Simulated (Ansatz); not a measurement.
Re:
```
Re
1.0
    2.75814     0.00000     0.00000
   -1.37907     2.38862     0.00000
    0.00000     0.00000     4.46137
Re
2
Direct
  0.33333   0.66667   0.25000
  0.66667   0.33333   0.75000
```

Relaxed with r²SCAN. Special points in fractions of this cell's reciprocal vectors: Γ (0.000, 0.000, 0.000); M (0.500, 0.000, 0.000); K (0.333, 0.333, 0.000); A (0.000, 0.000, 0.500); L (0.500, 0.000, 0.500); H (0.333, 0.333, 0.500).

**Question.** List the band energies nearest the Fermi level at these points for the program Ansatz at the r²SCAN level (PAW).

**Answer.** In eV from the Fermi level; about four levels below and three above (degenerate sets whole), none deeper than 8.9 eV; … stands for higher levels left out; points with the same levels are listed once.

```json
[
 {"k": "Γ", "below": "-1.60 -1.60 -0.74 -0.74", "above": "0.25 0.25 0.52"},
 {"k": "M", "below": "-1.96 -1.86 -1.45 -0.62", "above": "4.19 4.59 4.74"},
 {"k": "K", "below": "-3.55 -2.22 -2.22 -0.05", "above": "3.19 3.19 3.68"},
 {"k": "A", "below": "-1.74 -1.74 -1.74 -1.74", "above": "…"},
 {"k": "L", "below": "-6.57 -6.57 -4.29 -4.29", "above": "0.45 0.45 0.89 0.89"},
 {"k": "H", "below": "-3.91 -3.91 -2.28 -2.28", "above": "0.08 0.08 3.53 3.53"}
]
```

Space group P6_3/mmc (hcp (Mg type)). The r²SCAN relaxation kept the symmetry of its start; of distortions, only those at the zone centre were tested. No spin polarisation was allowed. Scalar-relativistic: spin–orbit coupling is off unless named, which matters more the heavier the elements.

Potentials: the earlier of the program's two PAW sets.
